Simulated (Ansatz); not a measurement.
MoS2:
```yaml
crystal:
  lattice:
    - [3.15602, 0.00000, 0.00000]
    - [-1.57801, 2.73319, 0.00000]
    - [0.00000, 0.00000, 12.12825]
  atoms:
    - { symbol: Mo, position: [0.00000, 0.00000, 0.25000] }
    - { symbol: Mo, position: [0.00000, 0.00000, 0.75000] }
    - { symbol: S, position: [0.33333, 0.66667, 0.37881] }
    - { symbol: S, position: [0.66667, 0.33333, 0.62119] }
    - { symbol: S, position: [0.66667, 0.33333, 0.87881] }
    - { symbol: S, position: [0.33333, 0.66667, 0.12119] }
```

The program Ansatz at the PBE+D3(BJ) level (PAW) gives a gap of 0.82 eV without spin–orbit coupling, maximum at Γ, minimum on the K–Γ line, 44 % of the way from K.

Question: What happens when spin–orbit coupling is switched on?

Answer: The gap decreases by 0.01 eV, to 0.81 eV; maximum at Γ, minimum on the K–Γ line, 44 % of the way from K.

Question: Give the electron effective mass with spin–orbit coupling.

Answer: 0.48, 0.63, 0.84 mₑ (principal values).

Question: Give the hole effective mass with spin–orbit coupling.

Answer: 0.67, 0.67, 0.89 mₑ (principal values).

Space group P6_3/mmc. The workflow started from a Materials Project entry (that database holds measured and hypothetical structures alike). Its sites differ from those of the usual phase in this space group: another stacking or structure type. Symmetry was held in the PBE+D3(BJ) relaxation; its stability against distortions is not shown here. The run is not spin-polarised.

Potentials: the earlier of the program's two PAW sets.
